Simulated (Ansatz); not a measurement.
**KBi$_{4}$BrO$_{6}$: reading a single point**

```
Bi Br O K
1.0
     2.83724    4.91424    0.00000
    -2.83724    4.91424    0.00000
     0.00000    0.00000    9.67682
Bi Br O K
4 1 6 1
Cartesian
  -0.0003 3.2763 2.0128
  -0.0003 6.5522 2.0128
  -0.0003 3.2763 7.6640
  0.0000 6.5526 7.6640
  0.0000 0.0000 0.0000
  0.0000 4.9142 3.0772
  1.4186 2.4571 3.0772
  -1.4186 2.4571 3.0772
  -1.4186 2.4571 6.5996
  1.4186 2.4571 6.5996
  0.0000 4.9142 6.5996
  0.0000 0.0000 4.8384
```

The numbers come from plane-wave PAW DFT (Ansatz): r2SCAN, no spin polarisation, 500 eV, 5×5×3 Γ-centred k points, cold occupations (width 0.2443 eV). Nothing was relaxed.

(1) Is the cell too large or too small?

(2) What is the character of the valence top and the conduction bottom?

(3) Which element gives electrons and which takes them?

(4) Metal or insulator? Give the gap.

Origin: a known structure type with other elements, at an estimated volume, so it need not be a known compound. Caveats: no spin-orbit coupling, which can shift this gap by tenths of an eV; atoms or cell far from equilibrium; wide smearing.

Results:

(1) The pressure is 14.5 GPa (compression positive), so with the atoms held at these fractions the cell would first expand; the forces are large, so a full relaxation may end otherwise. The principal stresses 11.0, 16.3, 16.3 GPa differ, so its shape would change too.

(2) Within 0.7 eV of the edges, the states project mainly on O p (50 %), Br p (19 %) and Bi s (15 %) below the gap and on Bi p (56 %) and O p (21 %) above it.

(3) Bader charges in e: K +0.92, Bi +1.78, Br -0.80, O -1.21. In the mean Bi gives up most and O takes most.

(4) The gap is 3.55 eV, indirect (the least direct gap found is 3.63 eV). A semilocal functional usually gives too small a gap.
